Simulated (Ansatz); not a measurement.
MgFI as a Janus 1T monolayer, relaxed with r2SCAN. In-plane lattice: a = 3.714 Å, b = 3.714 Å, γ = 120.0°; thickness between the outer nuclei 2.60 Å. Around Mg lie 3 F at 2.28 Å and 3 I at 2.81 Å; around F lie 3 Mg at 2.28 Å; around I lie 3 Mg at 2.81 Å.

```
CELL_PARAMETERS angstrom
3.71364 0.00000 0.00000
-1.85682 3.21611 0.00000
0.00000 0.00000 29.25550
ATOMIC_POSITIONS crystal
Mg 0.00000 0.00000 0.31949
F 0.33333 0.66667 0.34609
I 0.66667 0.33333 0.25732
```
Two periodic directions, a and b.

The questions ask for values computed with Ansatz on this geometry. Values at 0 K without nuclear motion; no magnetic order is allowed, and the phase may be a hypothetical one.

Given (12×12×1 mesh): The PBE gap is direct at Γ: 1.50 eV.

(1) Estimate the gap with PBE+SOC on 12×12×1.

(2) How does the gap change from PBE to HSE06 (6×6×1)?

(3) What does HSE06+SOC give for the gap (6×6×1 mesh)?

(4) Order these levels by the gap that they give, smallest first.
A. PBE0
B. r2SCANh
C. HSE06
D. LDA
E. r2SCAN
F. LC-ωPBE
G. PBE

## Answers

(1) PBE+SOC gives a direct gap of 1.14 eV at Γ. The gap differs by -0.36 eV from PBE's.

(2) HSE06 gives a direct gap of 2.39 eV at Γ. The gap differs by +0.89 eV from PBE's.

(3) HSE06+SOC gives a direct gap of 1.99 eV at Γ. Spin-orbit coupling itself accounts for -0.40 eV. The gap differs by +0.49 eV from PBE's.

(4) D (1.36 eV), G (1.50 eV), E (2.00 eV), C (2.39 eV), B (2.55 eV), A (3.09 eV), F (6.88 eV).

Only the levels marked +SOC include spin-orbit coupling.

The meshes of the hybrids are coarse, so their gaps aren't converged to the digits shown.

For some runs the program warns that the potential is rough where the density is thin, which bears on empty states near the vacuum.
